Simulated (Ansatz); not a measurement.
Ansatz (a quantum-chemistry and plane-wave program) input:

Ansatz 0.2 input:
```yaml
crystal:
  lattice:
    - [5.4855985771, 0.0, 0.0]
    - [0.0, 3.2558598395, 0.0]
    - [0.0, 0.0, 6.3969436263]
  atoms:
    - { symbol: Hf, position: [0.7543324373, 0.25, 0.1133057301] }
    - { symbol: Hf, position: [0.2456675627, 0.75, 0.8866942699] }
    - { symbol: Hf, position: [0.7456675627, 0.75, 0.6133057301] }
    - { symbol: Hf, position: [0.2543324373, 0.25, 0.3866942699] }
    - { symbol: O, position: [0.9749578711, 0.75, 0.3385444702] }
    - { symbol: O, position: [0.0250421289, 0.25, 0.6614555298] }
    - { symbol: O, position: [0.5250421289, 0.25, 0.8385444702] }
    - { symbol: O, position: [0.4749578711, 0.75, 0.1614555298] }
    - { symbol: O, position: [0.8593003034, 0.75, 0.926557581] }
    - { symbol: O, position: [0.1406996966, 0.25, 0.073442419] }
    - { symbol: O, position: [0.6406996966, 0.25, 0.426557581] }
    - { symbol: O, position: [0.3593003034, 0.75, 0.573442419] }
kpoints:
  mp_grid: { grid: [5, 9, 5] }
hamiltonian:
  xc: lda
  pseudopotentials: { kind: paw }
scf:
  occupations: { method: fixed }
elastic: { mode: relaxed_ion, stencil: two_point, amplitude: 0.005, f_tol: 0.0005 }
```

Output (shortened):

```
Pseudopotential: Hf, paw, valence charge 26
Pseudopotential: O, paw, valence charge 6
Functional definition: SPW92
Crystal: 12 atoms, lattice volume = 114.252 Å³
Basis set: ecut = 420 eV, 2237 PW (Γ)
Bands: 92, of which v1, the nominal top of the filled ones, is band 76 counted from 1 (75 counted from 0)
Symmetry: 8 space group operations
Space group: Pnma (ITA 62), of the structure as read, at distance tolerance 4.9e-5 Å
k-points: 45 of 225
SCF 1 converged in 14 iterations: F = -66371.873681 eV  dr2 = 9.22e-14
relax step   1: F+E_penalty+E_count = -66371.87368136 eV  Δ(F+E_penalty+E_count) = +0.000e0 eV  max|allowed force component| = 1.459e-3 eV/Å  Δτ_max = 0.0000 Å  (14 SCF iters, accepted)
Crystal: 12 atoms, lattice volume = 114.252 Å³
SCF 2 converged in 11 iterations: F = -66371.873682 eV  dr2 = 5.79e-14
relax step   2: F+E_penalty+E_count = -66371.87368158 eV  Δ(F+E_penalty+E_count) = -2.280e-7 eV  max|allowed force component| = 8.245e-4 eV/Å  Δτ_max = 0.0001 Å  (11 SCF iters, accepted)
Crystal: 12 atoms, lattice volume = 114.252 Å³
SCF 3 converged in 7 iterations: F = -66371.873682 eV  dr2 = 3.56e-14
relax step   3: F+E_penalty+E_count = -66371.87368173 eV  Δ(F+E_penalty+E_count) = -1.487e-7 eV  max|allowed force component| = 1.169e-4 eV/Å  Δτ_max = 0.0001 Å  (7 SCF iters, accepted)
Crystal: 12 atoms, lattice volume = 114.252 Å³
SCF 4 converged in 10 iterations: F = -66371.873682 eV  dr2 = 4.44e-17
Crystal: 12 atoms, lattice volume = 113.680 Å³
Basis set: ecut = 420 eV, 2229 PW (Γ)
SCF 5 converged in 14 iterations: F = -66371.869076 eV  dr2 = 6.16e-14
relax step   1: F+E_penalty+E_count = -66371.86907556 eV  Δ(F+E_penalty+E_count) = +0.000e0 eV  max|allowed force component| = 2.499e-2 eV/Å  Δτ_max = 0.0000 Å  (14 SCF iters, accepted)
Crystal: 12 atoms, lattice volume = 113.680 Å³
SCF 6 converged in 11 iterations: F = -66371.869280 eV  dr2 = 6.36e-15
relax step   2: F+E_penalty+E_count = -66371.86927982 eV  Δ(F+E_penalty+E_count) = -2.043e-4 eV  max|allowed force component| = 2.440e-3 eV/Å  Δτ_max = 0.0020 Å  (11 SCF iters, accepted)
Crystal: 12 atoms, lattice volume = 113.680 Å³
SCF 7 converged in 9 iterations: F = -66371.869282 eV  dr2 = 1.49e-14
relax step   3: F+E_penalty+E_count = -66371.86928228 eV  Δ(F+E_penalty+E_count) = -2.459e-6 eV  max|allowed force component| = 1.268e-3 eV/Å  Δτ_max = 0.0003 Å  (9 SCF iters, accepted)
Crystal: 12 atoms, lattice volume = 113.680 Å³
SCF 8 converged in 9 iterations: F = -66371.869283 eV  dr2 = 2.15e-14
relax step   4: F+E_penalty+E_count = -66371.86928280 eV  Δ(F+E_penalty+E_count) = -5.173e-7 eV  max|allowed force component| = 6.103e-4 eV/Å  Δτ_max = 0.0002 Å  (9 SCF iters, accepted)
Crystal: 12 atoms, lattice volume = 113.680 Å³
SCF 9 converged in 7 iterations: F = -66371.869283 eV  dr2 = 4.55e-14
relax step   5: F+E_penalty+E_count = -66371.86928286 eV  Δ(F+E_penalty+E_count) = -6.113e-8 eV  max|allowed force component| = 1.627e-5 eV/Å  Δτ_max = 0.0000 Å  (7 SCF iters, accepted)
Crystal: 12 atoms, lattice volume = 113.680 Å³
SCF 10 converged in 2 iterations: F = -66371.869283 eV  dr2 = 1.43e-14
Crystal: 12 atoms, lattice volume = 114.823 Å³
Basis set: ecut = 420 eV, 2253 PW (Γ)
[...]
Crystal: 12 atoms, lattice volume = 114.251 Å³
SCF 63 converged in 2 iterations: F = -66371.872457 eV  dr2 = 2.87e-15
Crystal: 12 atoms, lattice volume = 114.251 Å³
SCF 64 converged in 12 iterations: F = -66371.872448 eV  dr2 = 1.14e-14
relax step   1: F+E_penalty+E_count = -66371.87244830 eV  Δ(F+E_penalty+E_count) = +0.000e0 eV  max|allowed force component| = 7.022e-3 eV/Å  Δτ_max = 0.0000 Å  (12 SCF iters, accepted)
Crystal: 12 atoms, lattice volume = 114.251 Å³
SCF 65 converged in 9 iterations: F = -66371.872457 eV  dr2 = 3.44e-14
relax step   2: F+E_penalty+E_count = -66371.87245716 eV  Δ(F+E_penalty+E_count) = -8.859e-6 eV  max|allowed force component| = 3.661e-4 eV/Å  Δτ_max = 0.0006 Å  (9 SCF iters, accepted)
Crystal: 12 atoms, lattice volume = 114.251 Å³
SCF 66 converged in 2 iterations: F = -66371.872457 eV  dr2 = 3.58e-15
SCF converged after 10 iterations
Stability not checked: this state was not tested for a lower state beside it, because too few of the mixer's solves of this state at the end of the SCF gave a …
Free energy (F): -66371.873682 eV
Harris-Foulkes:  -66371.873682 eV  (|F-HF|=1.46e-11)
Internal energy: -66371.873682 eV  (E = F + TS)
E sigma→0 (E₀):  -66371.873682 eV
Fermi energy:    18.244711 eV
--- Per-component energies (eV) ---
  E_band       = 598.398127
  E_kinetic    = 3097.643708
  E_local      = -20634.352414  (includes V_loc(G=0)·N_el)
  E_nonlocal   = -4525.071017
  E_hartree    = 9555.138257
  E_xc         = -1776.323735
  E_vxc        = -1820.541848  (∫ρ·V_xc dr)
  E_paw        = -27920.144525  (= ΣΔE_a)
  E_vpaw       = 5370.422939  (= ΣTr[D̂ρ^β])
  E_aug_tail   = 0.020245  (compensation charges beyond the density's cutoff)
  E_ewald      = -24179.388544
  E_core_change = 10.604342  (= ΣΔE_core)
  E_smearing   =  0.000000  (= −TS)
  E_closure    = 0.000000  (closes the sum)
  Σ components = -66371.873682   (vs F -66371.873682, Δ=0.00e0)
--- Forces (eV/Å), atoms counted from 1 ---
  atom   1  Hf     0.00002331     0.00000000     0.00005971
  atom   2  Hf    -0.00002331     0.00000000    -0.00005971
  atom   3  Hf    -0.00002331     0.00000000     0.00005971
  atom   4  Hf     0.00002331     0.00000000    -0.00005971
  atom   5  O      0.00006924     0.00000000     0.00008302
  atom   6  O     -0.00006924     0.00000000    -0.00008302
  atom   7  O     -0.00006924     0.00000000     0.00008302
  atom   8  O      0.00006924     0.00000000    -0.00008302
  atom   9  O     -0.00009378     0.00000000    -0.00011689
  atom  10  O      0.00009378     0.00000000     0.00011689
  atom  11  O      0.00009378     0.00000000    -0.00011689
  atom  12  O     -0.00009378     0.00000000     0.00011689
  max |Σ_I F_I| component: 8.67e-19 eV/Å
--- Stress (GPa, compression-positive) ---
       -0.015929       0.000000       0.000000
        0.000000      -0.022679       0.000000
        0.000000       0.000000      -0.020087
  P = ⅓ Tr σ = -0.0196 GPa (-0.196 kbar)
--- Band table (eV; the first three rows and the last of 45) ---
  k-point 0: bands = ["-42.2234", "-42.1992", "-42.1965", "-42.1924", "-11.5075", "-11.3113", "-11.2283", "-11.0617", "-11.0313", "-10.9210", "-10.8819", "-10.7928", "-10.7849", "-10.7677", "-10.7591", "-10.7496", "-0.7143", "1.1503", "1.2774", "1.8162", …
  k-point 1: bands = ["-42.2217", "-42.2038", "-42.1939", "-42.1922", "-11.4787", "-11.2737", "-11.1939", "-11.1680", "-10.9606", "-10.9379", "-10.8743", "-10.8403", "-10.7986", "-10.7653", "-10.7609", "-10.7555", "-0.5669", "0.9654", "1.2326", "1.8266", …
  k-point 2: bands = ["-42.2170", "-42.2105", "-42.1922", "-42.1919", "-11.4003", "-11.2905", "-11.1767", "-11.0957", "-11.0578", "-10.9598", "-10.8548", "-10.8535", "-10.8256", "-10.7955", "-10.7597", "-10.7550", "-0.1628", "0.3969", "1.4389", "1.6721", …
  k-point 44: bands = ["-42.1896", "-42.1888", "-42.1842", "-42.1838", "-11.4401", "-11.4335", "-11.3845", "-11.3783", "-11.0380", "-11.0150", "-11.0048", "-10.9969", "-10.8815", "-10.8770", "-10.8424", "-10.8371", "1.2104", "1.2675", "1.3739", "1.4057", …
--- Elastic constants: 6 strain directions × 2 members + reference (group order 8) ---
  dense FFT box of the reference and of every strained cell: 40×24×45
  strains applied: 11, 22, 33, 23, 13, 12; error gains …
  reference relaxed by the batch: 3 steps …
  largest displacement 1.0e-4 Å; the constants are those of the deck's cell at these positions:
  atoms:
    - { symbol: Hf, position: [0.7543286841310439, 0.25, 0.11332124728895564] }
    - { symbol: Hf, position: [0.24567131586895624, 0.75, 0.8866787527110443] }
    - { symbol: Hf, position: [0.7456713158689563, 0.75, 0.6133212472889557] }
    - { symbol: Hf, position: [0.25432868413104376, 0.25, 0.38667875271104435] }
    - { symbol: O, position: [0.9749651591788975, 0.75, 0.3385471102851732] }
    - { symbol: O, position: [0.025034840821102664, 0.25, 0.6614528897148269] }
    - { symbol: O, position: [0.5250348408211027, 0.25, 0.8385471102851731] }
    - { symbol: O, position: [0.4749651591788973, 0.75, 0.1614528897148268] }
    - { symbol: O, position: [0.8593021466440353, 0.75, 0.9265651872133042] }
    - { symbol: O, position: [0.14069785335596482, 0.25, 0.07343481278669586] }
    - { symbol: O, position: [0.6406978533559649, 0.25, 0.42656518721330416] }
    - { symbol: O, position: [0.35930214664403526, 0.75, 0.573434812786696] }
  C = ∂σ_k/∂η_j (tension-positive GPa; Voigt order 11 22 33 23 13 12):
       513.569    182.455    209.002      0.000      0.000      0.000
       182.444    407.193    187.036      0.000      0.000      0.000
       209.030    187.128    480.864      0.000      0.000      0.000
         0.000      0.000      0.000     68.499      0.000      0.000
         0.000      0.000      0.000      0.000    118.317      0.000
         0.000      0.000      0.000      0.000      0.000    150.453
  reference stress σ⁰ (GPa):      0.016      0.023      0.020      0.000      0.000      0.000
  moduli (Voigt/Reuss/Hill, GPa): K = 284.30/280.50/282.40   G = 122.33/112.50/117.41   E = 309.36   ν = 0.317
  mechanically stable: yes (min eigenvalue of sym C = 68.50 GPa)
  strain η (Voigt 11):  stress-route row diagonal C_11 = 513.57 GPa, energy-path curvature d²(F+E_count+ΔE)/dδ²/Ω₀ = 513.01 GPa
         δ    σ_11 (GPa)             F (eV)   n_scf  n_hpsi   n_pw
    -5.000e-3      -2.5871      -66371.8692829       2   33900   2242   relax 5 steps, max|allowed force component| 1.63e-5 eV/Å
     5.000e-3       2.5486      -66371.8691978       2   33519   2266   relax 3 steps, max|allowed force component| 2.04e-4 eV/Å
  strain η (Voigt 22):  stress-route row diagonal C_22 = 407.19 GPa, energy-path curvature d²(F+E_count+ΔE)/dδ²/Ω₀ = 405.89 GPa
         δ    σ_22 (GPa)             F (eV)   n_scf  n_hpsi   n_pw
    -5.000e-3      -2.0539      -66371.8701179       2   33650   2246   relax 6 steps, max|allowed force component| 2.67e-5 eV/Å
     5.000e-3       2.0180      -66371.8698257       2   33414   2270   relax 4 steps, max|allowed force component| 3.75e-4 eV/Å
  strain η (Voigt 33):  stress-route row diagonal C_33 = 480.86 GPa, energy-path curvature d²(F+E_count+ΔE)/dδ²/Ω₀ = 480.85 GPa
         δ    σ_33 (GPa)             F (eV)   n_scf  n_hpsi   n_pw
    -5.000e-3      -2.4445      -66371.8692064       2   34060   2239   relax 6 steps, max|allowed force component| 1.14e-5 eV/Å
     5.000e-3       2.3641      -66371.8693867       2   33074   2262   relax 3 steps, max|allowed force component| 2.97e-4 eV/Å
  strain η (Voigt 23):  stress-route row diagonal C_44 = 68.50 GPa, energy-path curvature d²(F+E_count+ΔE)/dδ²/Ω₀ = 68.27 GPa
         δ    σ_23 (GPa)             F (eV)   n_scf  n_hpsi   n_pw
    -5.000e-3      -0.3425      -66371.8729337       2   51222   2256   relax 5 steps, max|allowed force component| 3.28e-5 eV/Å
     5.000e-3       0.3425      -66371.8729336       2   51173   2256   relax 3 steps, max|allowed force component| 4.64e-4 eV/Å
  strain η (Voigt 13):  stress-route row diagonal C_55 = 118.32 GPa, energy-path curvature d²(F+E_count+ΔE)/dδ²/Ω₀ = 118.26 GPa
         δ    σ_13 (GPa)             F (eV)   n_scf  n_hpsi   n_pw
    -5.000e-3      -0.5916      -66371.8725381       2   49013   2249   relax 5 steps, max|allowed force component| 1.69e-4 eV/Å
     5.000e-3       0.5916      -66371.8725381       2   48948   2249   relax 5 steps, max|allowed force component| 2.75e-5 eV/Å
  strain η (Voigt 12):  stress-route row diagonal C_66 = 150.45 GPa, energy-path curvature d²(F+E_count+ΔE)/dδ²/Ω₀ = 150.30 GPa
         δ    σ_12 (GPa)             F (eV)   n_scf  n_hpsi   n_pw
    -5.000e-3      -0.7523      -66371.8724571       2   51163   2256   relax 3 steps, max|allowed force component| 4.43e-4 eV/Å
     5.000e-3       0.7523      -66371.8724572       2   51491   2256   relax 2 steps, max|allowed force component| 3.66e-4 eV/Å
```

Cost: roughly 60 core-minutes on shared cores.

The first step of the workflow began from a Materials Project structure, measured or hypothetical; the Crystallography Open Database copy checked does not list it. It is not the phase usual at ambient conditions (space group No. 14, 29). The cell was relaxed with LDA under the symmetry of its start; of distortions, only those at the zone centre were tested. The run is not spin-polarised. Spin–orbit coupling is left out wherever it is not named.

Potentials: the later of the program's two PAW sets.

Ansatz is a plane-wave DFT program.
